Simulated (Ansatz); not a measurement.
## LaAl3As2H6O14: 75As NMR of the central transition

Cell: an entry of the Crystallography Open Database (COD) whose atoms were relaxed with PBE, the cell held.

```
CELL_PARAMETERS angstrom
3.51580 2.02985 5.50503
-3.51580 2.02985 5.50503
0.00000 -4.05970 5.50503
ATOMIC_POSITIONS crystal
La 0.00000 0.00000 0.00000
Al 0.00000 0.00000 0.50000
Al 0.50000 0.00000 0.00000
Al 0.00000 0.50000 0.00000
H 0.31949 0.71428 0.31949
H 0.31949 0.31949 0.71428
H 0.71428 0.31949 0.31949
H 0.68051 0.28572 0.68051
H 0.28572 0.68051 0.68051
H 0.68051 0.68051 0.28572
As 0.31647 0.31647 0.31647
As 0.68353 0.68353 0.68353
O 0.58184 0.58184 0.58184
O 0.41816 0.41816 0.41816
O 0.14880 0.54092 0.14880
O 0.14880 0.14880 0.54092
O 0.54092 0.14880 0.14880
O 0.85120 0.45908 0.85120
O 0.45908 0.85120 0.85120
O 0.85120 0.85120 0.45908
O 0.26095 0.88973 0.26095
O 0.26095 0.26095 0.88973
O 0.88973 0.26095 0.26095
O 0.73905 0.11027 0.73905
O 0.11027 0.73905 0.73905
O 0.73905 0.73905 0.11027
```

Atom numbers follow the list; atoms alike are taken as one site, whose name carries the number of the first.

Computed with Ansatz: DFT, PBE, plane waves and PAW, scalar-relativistic, 420 eV cutoff, Γ-centred 4×4×4 k-points, Fermi–Dirac smearing 0.02 eV.

75As has I = 3/2 and Q = 311.0 mb (Pyykkö 2018); at 14.1 T its Larmor frequency is ν₀ = 103.1 MHz. Only the quadrupole interaction is simulated: positions count from each site's isotropic chemical shift, and shift anisotropy, dipolar and J coupling are left out.

Q: What does the 75As spectrum (static powder) show for each site?

A: 

| site | first shell | C_Q (MHz) | η | P_Q (MHz) | δ_QIS (ppm) | breadth (kHz) |
| --- | --- | --- | --- | --- | --- | --- |
| As | 4 O at 1.68–1.70 Å | -31.1 | 0.00 | 31.1 | -2276 | 1223 |

δ_QIS = −(ν_Q²/30ν₀²)[I(I+1) − 3/4](1 + η²/3) × 10⁶ ppm with ν_Q = 3|C_Q|/[2I(2I−1)]; it falls as 1/B₀² in ppm, and the breadth as 1/B₀ in kHz.

An axis of threefold or higher order runs through As, so V_zz lies along it and η is zero.

With ν_Q/ν₀ up to 0.15, terms beyond second order are no longer negligible.

At this cell the PBE pressure is 5 GPa, so with PBE the cell would grow if it were relaxed. The entry's hydrogen positions were far off; the other atoms hardly move on relaxation.
